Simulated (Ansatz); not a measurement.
SiMo₃ in space group Fm-3m (No. 225; Si on 4a, Mo on 4b, Mo on 8c) under volume change, DFT-PBE in the program Ansatz with PAW potentials, scaled uniformly.

| V (Å³/atom) | E − E(relaxed) (meV/atom) | P (GPa) |
|---|---|---|
| 13.546 | 106.6 | 27.65 |
| 13.992 | ? | ? |
| 14.439 | 10.6 | 7.81 |
| 14.885 | 0.0 | 0.00 |
| 15.332 | 9.5 | -6.66 |
| 15.778 | ? | ? |
| 16.225 | 77.4 | -17.15 |

### Question
Some entries are withheld; supply them.

### Answer

- 13.992, E − E(relaxed) (meV/atom): 44.8
- 13.992, P (GPa): 16.96
- 15.778, E − E(relaxed) (meV/atom): 36.2
- 15.778, P (GPa): -12.33

### Question
What does a third-order Birch–Murnaghan fit give for V₀, B₀ and B′?

### Answer
V₀ = 14.89 Å³/atom, B₀ = 239 GPa, B′ = 4.3.

A made-up cell: these elements were put on the sites of a structure type; neither database checked (COD, Materials Project) lists it. COD files the formula under space group No. 223, so this cell is another polymorph or a model. Its standing as an ambient phase is unchecked. The PBE relaxation kept the symmetry of its start; whether a distortion lowers the energy is not shown. No spin polarisation was allowed.

Potentials: the earlier of the program's two PAW sets.
